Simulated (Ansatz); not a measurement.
Os (hcp (Mg type)), relaxed with PBE+D3(BJ) (Ansatz, an electronic-structure program, plane waves, PAW): a = b = 2.7363 Å, c = 4.3229 Å, α = β = 90.00°, γ = 120.00°.

### Question
The same phase is relaxed and computed with r²SCAN+D4 in the same code. What is the cell now?

### Answer
a = b = 2.7337 Å, c = 4.3124 Å, α = β = 90.00°, γ = 120.00°.

All cells were relaxed under the symmetry of their starts (and spin orders); stability against distortions was not tested throughout. Rows with no word on spin ran without spin polarisation. Spin–orbit coupling is left out wherever it is not named.

Potentials: the earlier of the program's two PAW sets.

Ansatz is a plane-wave DFT program.
